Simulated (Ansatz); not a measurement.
# AgB2 under pressure: fit and missing row

AgB2, P6/mmm, a = 3.013 Å, c = 4.065 Å. The structure is a COD entry; whether it is the stable form wasn't checked. Ansatz: r2SCAN, PAW, 500 eV, Γ-centred 18×18×10 mesh on 3 atoms, Gaussian smearing 0.10 eV; no spin polarisation. Cell and atoms are relaxed at each pressure, and no other structure is tried, so the rows at high pressure may lie past a change of phase.

| V (Å³/atom) | P (GPa) |
| --- | --- |
| ? | 59.99 |
| 9.180 | 30.07 |
| 9.780 | 14.96 |
| 10.139 | 7.94 |
| 10.441 | 3.00 |
| 10.652 | -0.02 |
| 10.888 | -3.00 |

Problem. Take V0 = 10.652 Å³/atom, count pressures from its P0 = -0.02 GPa, fit the third-order Birch–Murnaghan form to the other rows, and predict the missing volume.

Solution. With the Eulerian strain f = ½[(V0/V)^(2/3) − 1] and y = (P − P0)/[3f(1 + 2f)^(5/2)], the form is the line y = B0 + 1.5 B0 (B0′ − 4) f. Rows (f, y): 0.05211, 150.2; 0.02930, 147.8; 0.01673, 146.1; 0.00671, 145.1; -0.00725, 142.1. Means f = 0.01952, y = 146.26; Σ(Δf)² = 0.002046, ΣΔfΔy = 0.2701; the slope is their ratio. y = 143.7 + 132.0 f GPa, so B0 = 143.7 GPa and B0′ = 4 + 2 × (132.0)/(3 × 143.7) = 4.61. P = 59.99 GPa is met at f = 0.08652 (y = 155.12), so V = V0 (1 + 2f)^(−3/2) = 8.384 Å³/atom. The run gave 8.372 Å³/atom, so the fit is 0.012 Å³/atom too high, 0.48 % of the span of the series, against an rms of 0.001 Å³/atom on the fitted rows. The row lies outside the fitted range. A fourth-order term fitted to the same rows gives P = 59.15 GPa at this row's volume (the line 60.56, the run 59.99), no gain.

The mesh isn't the same in all rows (18×18×10, 18×18×12).